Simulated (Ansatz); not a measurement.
# CdSe (zinc blende), energy against volume

CdSe (zinc blende)

```
CELL_PARAMETERS angstrom
      0.00000     3.04091     3.04091
      3.04091     0.00000     3.04091
      3.04091     3.04091     0.00000
ATOMIC_POSITIONS crystal
  Se 0.75000 0.75000 0.75000
  Cd 0.00000 0.00000 0.00000
```

This relaxed cell (volume V₀) is scaled evenly in all directions, its shape held. Symmetry pins the atoms to their sites.

The numbers are results of PBEsol (plane waves to 420 eV, PAW, scalar-relativistic; Ansatz, an electronic-structure program), not measurements. k mesh 9×9×9 (Γ-centred), Fermi-Dirac smearing 0.05 eV. The energy includes the smearing's −TS. Compression counts positive. CdSe was relaxed with its symmetry unable to fall. ΔE is measured from the relaxed starting cell.

```csv
V (Å³/atom),ΔE (kJ/mol of atoms),P (GPa)
23.620,15.69,13.7
24.370,10.27,10.4
25.120,6.21,7.6
25.870,3.30,5.3
26.620,1.39,3.2
27.370,0.33,1.5
28.120,0.00,0.0
28.870,0.30,-1.3
29.619,1.14,-2.4
30.369,2.44,-3.3
31.119,4.14,-4.2
31.869,6.18,-4.9
32.619,8.51,-5.4
```

Derived quantities:

| Item | Result |
|---|---|
| Pressure at the smallest volume | 13.7 GPa |
| Energy cost of the largest compression | 162.6 meV/atom |
| Energy cost of the largest expansion | 88.2 meV/atom |
| Bulk modulus B₀ (third-order Birch-Murnaghan fit) | 52.0 GPa |
| Pressure derivative B₀′ (fit) | 4.7 |
| Equilibrium volume of the fit | 28.12 Å³/atom |
| Pressure for 5 % compression (fit) | 3.0 GPa |

(A scan under strain: stresses follow from slopes of the energy per volume, elastic moduli from its curvatures.)
